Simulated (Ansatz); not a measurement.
Relax this structure to zero stress and force, keeping its symmetry:

```cif
data_structure
_symmetry_space_group_name_H-M 'P6/mmm'
_symmetry_Int_Tables_number 191
_cell_length_a 5.1910
_cell_length_b 5.1910
_cell_length_c 2.9080
_cell_angle_alpha 90.000
_cell_angle_beta 90.000
_cell_angle_gamma 120.000
_cell_volume 67.86
loop_
_atom_site_label
_atom_site_type_symbol
_atom_site_symmetry_multiplicity
_atom_site_Wyckoff_symbol
_atom_site_fract_x
_atom_site_fract_y
_atom_site_fract_z
_atom_site_occupancy
Ta1 Ta 1 a 0.00000 0.00000 0.00000 1
Ta2 Ta 2 d 0.33333 0.66667 0.50000 1
N1 N 3 f 0.50000 0.00000 0.00000 1
```

Level of theory: DFT r2SCAN, scalar-relativistic, plane waves, PAW in Ansatz 0.2.0.

Plane waves to 500 eV, a k mesh through Γ of 9×9×12 on the computed 6-atom cell and Gaussian smearing (0.10 eV); no spin polarisation.

Question: What does it relax to?

Answer: The volume rises by 0.20 Å³/atom to 11.51 Å³/atom, and the energy falls by 3.7 meV/atom. Final structure:
```cif
data_structure
_symmetry_space_group_name_H-M 'P 1'
_symmetry_Int_Tables_number 1
_cell_length_a 5.2399
_cell_length_b 5.2399
_cell_length_c 2.9042
_cell_angle_alpha 90.000
_cell_angle_beta 90.000
_cell_angle_gamma 120.000
_cell_volume 69.05
loop_
_atom_site_label
_atom_site_type_symbol
_atom_site_fract_x
_atom_site_fract_y
_atom_site_fract_z
_atom_site_occupancy
Ta1 Ta 0.00000 0.00000 0.00000 1
Ta2 Ta 0.33333 0.66667 0.50000 1
Ta3 Ta 0.66667 0.33333 0.50000 1
N1 N 0.50000 0.00000 0.00000 1
N2 N 0.50000 0.50000 0.00000 1
N3 N 0.00000 0.50000 0.00000 1
```

Course of the relaxation (steps run on the plane waves of an earlier cell, and the basis is chosen afresh near the end, so energy and pressure can step there; trial steps that raised the energy were taken back; energies are free energies):

```csv
step,E − E_final (meV/atom),P (GPa),V (Å³/atom)
1,3.7,4.89,11.31
2,2.7,-2.22,11.63
3,0.1,0.06,11.51
4,0.1,0.02,11.51
5,0.0,0.02,11.51
```

Spin–orbit coupling is left out, which can shift energies with elements as heavy as these.

Cost: 1 run of about 2.2 core-minutes, on Arm Neoverse V1 (shared hosts).